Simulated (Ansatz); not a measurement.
A geometry of MgSe away from equilibrium: step 2 of the relaxation of a relaxed MgSe cell, doubled along one cell vector, shaken by Gaussian noise of σ = 0.08 Å a coordinate. All values below come from r2SCAN (plane waves to 500 eV, PAW, scalar-relativistic; Ansatz, a program for electronic structure). Γ-centred k-mesh 6×6×3 on the run's cell (coarser than for final values), Fermi–Dirac smearing 0.05 eV.

```
MgSe
1.0
    3.65810    -0.01006     0.00216
   -0.01006     3.65947     0.00264
    0.00603     0.00739    10.25047
Mg Se
2 2
Cartesian
  1.83151   1.68750  -0.09908
  1.75955   1.86379   5.02299
 -0.01697  -0.17174  -0.04807
  0.00824   0.10362   5.05224
```

Question: Give the Cartesian forces on all atoms (eV/Å).

Answer: 
| atom | Fx | Fy | Fz |
|---|---|---|---|
| Mg1 | -0.13 | -0.19 | 0.03 |
| Mg2 | 0.40 | 0.37 | 0.01 |
| Se3 | 0.13 | 0.17 | -0.03 |
| Se4 | -0.40 | -0.35 | -0.01 |

Question: What is the pressure?

Answer: +0.4 GPa, compression positive.

Question: How much energy per atom can still be gained by relaxing?

Answer: 0.42 eV/atom; the path ends in Fm-3m (No. 225) (rock salt type).

No spin polarisation in the result.

Of the parent cell (P4/mmm (No. 123)): it is a generated cell of MgSe: the first start was made by placing the elements on the sites of a structure type, and the end was not matched to a known phase here, so it may be hypothetical. Known forms of MgSe include space group No. 225.
